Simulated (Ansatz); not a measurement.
The relaxed structure here is a generated cell of PbSe: the first start was made by placing the elements on the sites of a structure type, and the end was not matched to a known phase here, so it may be hypothetical. Known forms of PbSe include space group No. 225.

The end point of a relaxation of PbSe. Computed with r2SCAN (plane waves to 500 eV, PAW, scalar-relativistic; Ansatz, a program for electronic structure).

```cif
data_PbSe
_chemical_formula_sum 'Pb1 Se1'
_space_group_name_H-M_alt 'P 1'
_space_group_IT_number 1
_cell_length_a 3.78744
_cell_length_b 3.78744
_cell_length_c 4.06066
_cell_angle_alpha 90.000
_cell_angle_beta 90.000
_cell_angle_gamma 90.000
loop_
_space_group_symop_operation_xyz
  'x, y, z'
loop_
_atom_site_label
_atom_site_type_symbol
_atom_site_fract_x
_atom_site_fract_y
_atom_site_fract_z
_atom_site_occupancy
Pb1 Pb 0.00000 0.00000 0.93166 1
Se1 Se 0.50000 0.50000 0.59298 1
```

Q: Determine the symmetry and give the standard cell with its independent sites.

A: Space group P4mm (No. 99); a = 3.7874 Å, b = 3.7874 Å, c = 4.0607 Å, α = 90.00°, β = 90.00°, γ = 90.00°

```tsv
atom	site	symmetry	x	y	z
Pb	1a	4mm	0.0000	0.0000	0.9317
Se	1b	4mm	0.5000	0.5000	0.5930
```

Q: Give the shortest distances between elements (the closest pairs, up to four, under 3.6 Å).

A: Pb–Se 3.01 Å.

```yaml
volume_per_atom: 29.12 Å³
band_gap: "no clear gap: the sampled points leave 0.08 eV away from the symmetry points, which may be a band crossing missed between them"
smallest_direct_gap: 1.44 eV at 87 % of the way from A to Z
```

No spin polarisation in the result. Spin-orbit coupling is missing; with elements this heavy it can move band edges by tenths of an eV or more.

The run could not lose the symmetry of its start: the end is stationary, and may be a saddle point rather than a minimum.

It was reached from a disturbed copy of a Pm-3m (No. 221) cell (CsCl type), against which it lies -0.05 eV/atom.
